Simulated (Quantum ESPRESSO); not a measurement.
# Ge6NGa: input and log of a self-consistent run

Computed values, not a measurement. The program is pw.x of Quantum ESPRESSO 7.5 (plane-wave density functional theory). The cell is made up: 8 atoms on a zincblende/diamond lattice, with randomly drawn elements, strain and displacements, not relaxed. PseudoDojo standard norm-conserving files (v0.5 for PBE, v0.4.1 for LDA and PBEsol) set the functional; there is no spin polarisation, spin-orbit coupling or dispersion term, and the masses in the input are unused placeholders.

Input:

```
&control calculation='scf', pseudo_dir='./dojo.nc.sr.pbe.v0_5.standard.upf', outdir='./o', disk_io='low', tprnfor=.true., tstress=.true. /
&system ibrav=0, nat=8, ntyp=3, nbnd=61, ecutwfc=84.00895049, nosym=.true., tot_charge=0,
 occupations='smearing', smearing='fd', degauss=0.0073498644
/
&electrons conv_thr=7.350e-09, electron_maxstep=60, /
ATOMIC_SPECIES
Ga 1.0 Ga.upf
Ge 1.0 Ge.upf
N 1.0 N.upf
CELL_PARAMETERS angstrom
5.8264 0.0273 0.0105
0.0273 5.9229 -0.0135
0.0105 -0.0135 5.8017
ATOMIC_POSITIONS angstrom
Ge -0.0303 -0.0508 -0.08
Ge 0.0379 2.9564 3.0169
N 2.8525 -0.0745 2.9112
Ge 2.9518 2.9791 0.1718
Ga 1.5449 1.5898 1.4882
Ge 1.4861 4.4589 4.345
Ge 4.4869 1.5486 4.2532
Ge 4.5463 4.4856 1.4653
K_POINTS automatic
6 6 6 1 1 1
```

The log is shortened where brackets say so; the opening notice, blank lines, dates and the lines on written files are dropped, and the path of the files is cut. It prints rydbergs, bohrs and kilobars, and counts compression as positive stress.

```
     Program PWSCF v.7.5
     Parallel version (MPI & OpenMP), running on       4 processor cores
     Number of MPI processes:                 4
     Threads/MPI process:                     1
     [start-up lines left out]
     bravais-lattice index     =            0
     lattice parameter (alat)  =      11.0104  a.u.
     unit-cell volume          =    1351.0563 (a.u.)^3
     number of atoms/cell      =            8
     number of atomic types    =            3
     number of electrons       =       102.00
     number of Kohn-Sham states=           61
     kinetic-energy cutoff     =      84.0090  Ry
     charge density cutoff     =     336.0358  Ry
     scf convergence threshold =      7.3E-09
     mixing beta               =       0.7000
     number of iterations used =            8  plain     mixing
     Exchange-correlation= PBE
                           (   1   4   3   4   0   0   0)
     [axes and pseudopotential details left out]
   Cartesian axes
     site n.     atom                  positions (alat units)
         1        Ge     tau(   1) = (  -0.0052004  -0.0087188  -0.0137304  )
         2        Ge     tau(   2) = (   0.0065048   0.5074081   0.5177918  )
         3        N      tau(   3) = (   0.4895757  -0.0127865   0.4996504  )
         4        Ge     tau(   4) = (   0.5066186   0.5113041   0.0294861  )
         5        Ga     tau(   5) = (   0.2651518   0.2728580   0.2554204  )
         6        Ge     tau(   6) = (   0.2550599   0.7652828   0.7457341  )
         7        Ge     tau(   7) = (   0.7700885   0.2657868   0.7299784  )
         8        Ge     tau(   8) = (   0.7802833   0.7698654   0.2514900  )
     number of k points=   108  Fermi-Dirac smearing, width (Ry)=  0.0073
     Number of k-points >= 100: set verbosity='high' to print them.
     Dense  grid:   140511 G-vectors     FFT dimensions: (  72,  72,  64)
     Estimated max dynamical RAM per process >     654.19 MB
     Estimated total dynamical RAM >       2.45 GB
     Initial potential from superposition of free atoms
     starting charge     101.9924, renormalised to     102.0000
     Starting wfcs are   67 randomized atomic wfcs
     total cpu time spent up to now is       11.7 secs
     per-process dynamical memory:   575.4 Mb
     Self-consistent Calculation
     iteration #  1     ecut=    84.01 Ry     beta= 0.70
     Davidson diagonalization with overlap
     ethr =  1.00E-02,  avg # of iterations =  3.1
     Threshold (ethr) on eigenvalues was too large:
     Diagonalizing with lowered threshold
     Davidson diagonalization with overlap
     ethr =  8.26E-04,  avg # of iterations =  1.6
     total cpu time spent up to now is       67.7 secs
     total energy              =   -1244.71704667 Ry
     estimated scf accuracy    <       0.83352643 Ry
     iteration #  2     ecut=    84.01 Ry     beta= 0.70
     Davidson diagonalization with overlap
     ethr =  8.17E-04,  avg # of iterations =  9.0
     total cpu time spent up to now is       99.9 secs
     total energy              =   -1244.50815685 Ry
     estimated scf accuracy    <       7.74648677 Ry
     iteration #  3     ecut=    84.01 Ry     beta= 0.70
     Davidson diagonalization with overlap
     ethr =  8.17E-04,  avg # of iterations =  5.7
     total cpu time spent up to now is      134.9 secs
     total energy              =   -1245.22458822 Ry
     estimated scf accuracy    <       0.07395078 Ry
     iteration #  4     ecut=    84.01 Ry     beta= 0.70
     Davidson diagonalization with overlap
     ethr =  7.25E-05,  avg # of iterations =  5.1
     total cpu time spent up to now is      164.5 secs
     total energy              =   -1245.23614934 Ry
     estimated scf accuracy    <       0.00531362 Ry
     iteration #  5     ecut=    84.01 Ry     beta= 0.70
     Davidson diagonalization with overlap
     ethr =  5.21E-06,  avg # of iterations =  5.6
     total cpu time spent up to now is      195.2 secs
     total energy              =   -1245.23676548 Ry
     estimated scf accuracy    <       0.00396386 Ry
     iteration #  6     ecut=    84.01 Ry     beta= 0.70
     Davidson diagonalization with overlap
     ethr =  3.89E-06,  avg # of iterations =  2.0
     total cpu time spent up to now is      219.7 secs
     total energy              =   -1245.23718401 Ry
     estimated scf accuracy    <       0.00078125 Ry
     iteration #  7     ecut=    84.01 Ry     beta= 0.70
     Davidson diagonalization with overlap
     ethr =  7.66E-07,  avg # of iterations =  2.0
     total cpu time spent up to now is      244.1 secs
     total energy              =   -1245.23729746 Ry
     estimated scf accuracy    <       0.00001445 Ry
     iteration #  8     ecut=    84.01 Ry     beta= 0.70
     Davidson diagonalization with overlap
     ethr =  1.42E-08,  avg # of iterations =  4.1
     total cpu time spent up to now is      272.6 secs
     total energy              =   -1245.23730143 Ry
     estimated scf accuracy    <       0.00000560 Ry
     iteration #  9     ecut=    84.01 Ry     beta= 0.70
     Davidson diagonalization with overlap
     ethr =  5.49E-09,  avg # of iterations =  2.0
     total cpu time spent up to now is      297.4 secs
     total energy              =   -1245.23730278 Ry
     estimated scf accuracy    <       0.00000113 Ry
     iteration # 10     ecut=    84.01 Ry     beta= 0.70
     Davidson diagonalization with overlap
     ethr =  1.10E-09,  avg # of iterations =  2.0
     total cpu time spent up to now is      321.8 secs
     total energy              =   -1245.23730292 Ry
     estimated scf accuracy    <       0.00000003 Ry
     iteration # 11     ecut=    84.01 Ry     beta= 0.70
     Davidson diagonalization with overlap
     ethr =  3.20E-11,  avg # of iterations =  3.7
     total cpu time spent up to now is      351.6 secs
     End of self-consistent calculation
     Number of k-points >= 100: set verbosity='high' to print the bands.
     the Fermi energy is     6.4781 ev
!    total energy              =   -1245.23730293 Ry
     estimated scf accuracy    <          5.9E-09 Ry
     smearing contrib. (-TS)   =      -0.00620574 Ry
     internal energy E=F+TS    =   -1245.23109719 Ry
     The total energy is F=E-TS. E is the sum of the following terms:
     one-electron contribution =    -707.12163599 Ry
     hartree contribution      =     416.71032035 Ry
     xc contribution           =    -308.98804997 Ry
     ewald contribution        =    -645.83173158 Ry
     convergence has been achieved in  11 iterations
     Forces acting on atoms (cartesian axes, Ry/au):
     atom    1 type  2   force =     0.01899143    0.04950897    0.01470263
     atom    2 type  2   force =     0.03117757    0.02057617   -0.05260550
     atom    3 type  3   force =     0.00526645    0.00573993   -0.00219170
     atom    4 type  2   force =     0.02950805    0.01872750   -0.05060537
     atom    5 type  1   force =    -0.01290278   -0.06727715    0.03208006
     atom    6 type  2   force =     0.06775548    0.01929650   -0.01701925
     atom    7 type  2   force =    -0.08137601   -0.05477464    0.04203656
     atom    8 type  2   force =    -0.05842019    0.00820272    0.03360256
     Total force =     0.194966     Total SCF correction =     0.000367
     Computing stress (Cartesian axis) and pressure
          total   stress  (Ry/bohr**3)                   (kbar)     P=      -54.20
  -0.00033994   0.00009964  -0.00009207          -50.01       14.66      -13.54
   0.00009964  -0.00040184  -0.00001892           14.66      -59.11       -2.78
  -0.00009207  -0.00001892  -0.00036357          -13.54       -2.78      -53.48
     init_run     :     11.24s CPU     11.65s WALL (       1 calls)
     electrons    :    334.55s CPU    339.89s WALL (       1 calls)
     forces       :      3.80s CPU      3.84s WALL (       1 calls)
     stress       :     13.16s CPU     13.52s WALL (       1 calls)
     [timing details left out]
     PWSCF        :   6m 3.00s CPU   6m 9.33s WALL
     JOB DONE.
```

In other units: free energy -16942.317 eV for the cell, pressure -5.42 GPa, largest force component 2.092 eV/Å. A rerun of a related cell, with the same atoms placed differently, at 1437 eV and a 8 x 8 x 8 mesh moved values by no more than 0.004 eV in energy, 0.02 GPa in stress and 0.005 eV/Å in force.